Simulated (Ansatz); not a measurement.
Relaxed-ion elastic tensor of PW in space group Pnma (No. 62; P on 4c, W on 4c) in GPa (Voigt order), PBEsol in the plane-wave PAW code Ansatz; density 12.50 g/cm³, 14.27 Å³ per atom.

```json
[
 {"": "1", "1": "372", "2": "140", "3": "216", "4": "0.0", "5": "0.0", "6": "0.0"},
 {"": "2", "1": "140", "2": "325", "3": "173", "4": "0.0", "5": "0.0", "6": "0.0"},
 {"": "3", "1": "216", "2": "173", "3": "484", "4": "0.0", "5": "0.0", "6": "0.0"},
 {"": "4", "1": "0.0", "2": "0.0", "3": "0.0", "4": "104", "5": "0.0", "6": "0.0"},
 {"": "5", "1": "0.0", "2": "0.0", "3": "0.0", "4": "0.0", "5": "189", "6": "0.0"},
 {"": "6", "1": "0.0", "2": "0.0", "3": "0.0", "4": "0.0", "5": "0.0", "6": "166"}
]
```

Is the crystal mechanically stable?

Yes: the smallest eigenvalue of C is 104 GPa.

Work out the Voigt, Reuss and Hill averages.

K_V = 249, K_R = 235, K_H = 242; G_V = 135, G_R = 125, G_H = 130 GPa.

Give Young's modulus, Poisson's ratio, Pugh's ratio and the universal anisotropy index.

E = 9KG/(3K + G) = 331 GPa; ν = 0.27; K/G = 1.86 (ductile by the Pugh limit of 1.75); A_U = 5G_V/G_R + K_V/K_R − 6 = 0.46.

Estimate the sound speeds and the Debye temperature.

v_l = √((K + 4G/3)/ρ) = 5770 m/s, v_t = √(G/ρ) = 3230 m/s, mean 3590 m/s; Θ = (h/k)(3n/4πV)^(1/3) v_m = 441 K.

How much does each axis shrink under pressure?

Linear compressibilities β_i = Σ_j S_ij (j = 1 to 3): x 1.5, y 2.1, z 0.64 per TPa.

The first step of the workflow began from a Materials Project structure, measured or hypothetical; the Crystallography Open Database files this formula in space group No. 62, but the cells were not matched. Its standing as an ambient phase is unchecked. The cell was relaxed with PBEsol under the symmetry of its start; its stability against distortions is not shown here. The run is not spin-polarised. As this level gives no gap, shear constants depend on the k-mesh and smearing (Fermi–Dirac, 0.1 eV here). Scalar-relativistic: spin–orbit coupling is off unless named, which matters more the heavier the elements.

Potentials: the later of the program's two PAW sets.
